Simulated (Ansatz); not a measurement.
## HfB: a sweep of one setting

```yaml
crystal:
  lattice:
    - [0.00000, 2.31000, 2.31000]
    - [2.31000, 0.00000, 2.31000]
    - [2.31000, 2.31000, 0.00000]
  atoms:
    - { symbol: Hf, position: [0.50000, 0.50000, 0.50000] }
    - { symbol: B, position: [0.00000, 0.00000, 0.00000] }
```

Atom numbers follow the list: Hf1, B2.

The geometry is COD entry 1511179, unchecked; take it as a test cell.

Spin polarisation is left out, and whether a magnetic state lies lower isn't shown here.

Spin–orbit coupling is left out, though it moves levels of the heavy atoms by tenths of an eV or more.

All numbers below come from DFT, PBE, all-electron LAPW, scalar-relativistic in Ansatz 0.2.0.

Numerical set-up: a Γ-centred 15×15×15 k mesh, Fermi–Dirac smearing of 0.05 eV, basis error target 0.25 meV/atom, no spin polarisation. One setting is then changed at a time.

```
basis error target (meV/atom)  free energy less the base's (meV/atom)  P (GPa)  cutoff chosen (eV)
                  0.25 (base)                                     0.0    29.88                 333
                            3                                       ?    29.89                 244
                           10                                       ?    29.91                 205
                           30                                     9.8    29.98                 171
                          0.1                                     0.0    29.88                 368
```

Task: What belongs in the row "10", column "free energy less the base's (meV/atom)"?

Result: 3.2.

Task: Fill in "free energy less the base's (meV/atom)" for the row "3".

Result: 0.9.
